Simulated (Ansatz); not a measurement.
Si:
```xyz
2
Lattice="0.0000 2.7145 2.7145 2.7145 0.0000 2.7145 2.7145 2.7145 0.0000" Properties=species:S:1:pos:R:3 pbc="T T T"
Si     2.7145     2.7145     2.7145
Si     4.0717     4.0717     4.0717
```

Relaxed with r²SCAN+D4. Special points in fractions of this cell's reciprocal vectors: Γ (0.000, 0.000, 0.000); X (0.500, 0.000, 0.500); U (0.625, 0.250, 0.625); K (0.375, 0.375, 0.750); L (0.500, 0.500, 0.500); W (0.500, 0.250, 0.750).

List the band energies nearest the valence-band maximum at these points for plane-wave PAW r²SCAN+D4 (Ansatz code).

In eV from the valence-band maximum; about four levels below and three above (degenerate sets whole), none deeper than 8.9 eV; points with the same levels are listed once.

```json
[
 {"k": "Γ", "below": "0.00 0.00 0.00", "above": "2.74 2.74 2.74"},
 {"k": "X", "below": "-8.17 -8.17 -3.02 -3.02", "above": "0.90 0.90 10.88 10.88"},
 {"k": "U", "below": "-8.61 -7.55 -4.50 -2.57", "above": "1.42 4.46 7.98"},
 {"k": "L", "below": "-7.28 -1.28 -1.28", "above": "1.88 3.57 3.57"},
 {"k": "W", "below": "-8.00 -8.00 -4.04 -4.04", "above": "4.59 4.59 5.42 5.42"}
]
```

Space group Fd-3m (diamond). Symmetry was held in the r²SCAN+D4 relaxation.

Potentials: the later of the program's two PAW sets.
